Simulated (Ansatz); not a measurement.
Y:
```cif
data_Y2
_chemical_formula_sum 'Y2'
_space_group_name_H-M_alt 'P63/mmc'
_space_group_IT_number 194
_space_group_name_Hall '-P 6c 2c'
_cell_length_a 3.64055
_cell_length_b 3.64055
_cell_length_c 5.88011
_cell_angle_alpha 90.000
_cell_angle_beta 90.000
_cell_angle_gamma 120.000
loop_
_atom_site_label
_atom_site_type_symbol
_atom_site_symmetry_multiplicity
_atom_site_Wyckoff_symbol
_atom_site_fract_x
_atom_site_fract_y
_atom_site_fract_z
_atom_site_occupancy
Y1 Y 2 c 0.33333 0.66667 0.25000 1
```
The run is spin-polarised.

Relaxed at zero pressure with r²SCAN (plane waves, PAW; program Ansatz).

**Question.** The volume is lowered by 3 % and shape and atoms relax at that volume. What pressure results, and how do the axes share the change?

**Answer.** 1.3 GPa; a -0.9 %, b -0.9 %, c -1.1 %; the energy rises by 4 meV/atom.

**Question.** Give the new structure.

**Answer.** 
Space group P6₃/mmc (No. 194); a = b = 3.606 Å, c = 5.813 Å, α = β = 90.00°, γ = 120.00°

```
atom  site  symmetry       x       y       z
----  ----  --------  ------  ------  ------
Y       2c      -6m2  0.3333  0.6667  0.2500
```

The phase is kept; no other phase was compared at this pressure.

Space group P6_3/mmc (hcp (Mg type)). The r²SCAN relaxation kept the symmetry of its start. Spin order of the final state: ferromagnetic, chosen from 5 collinear starts compared on coarse meshes (ties went to the first, and starts can fall back to one state), not a proven ground state. Other orbital occupations within this spin state were not tried. Axis ratios of metals converge slowly with the k-mesh, so a and c are less sure than the volume.

Potentials: the earlier of the program's two PAW sets. The files were generated under PBE; for other functionals the program regenerates the frozen cores, and for LDA and PBEsol the local potential too.
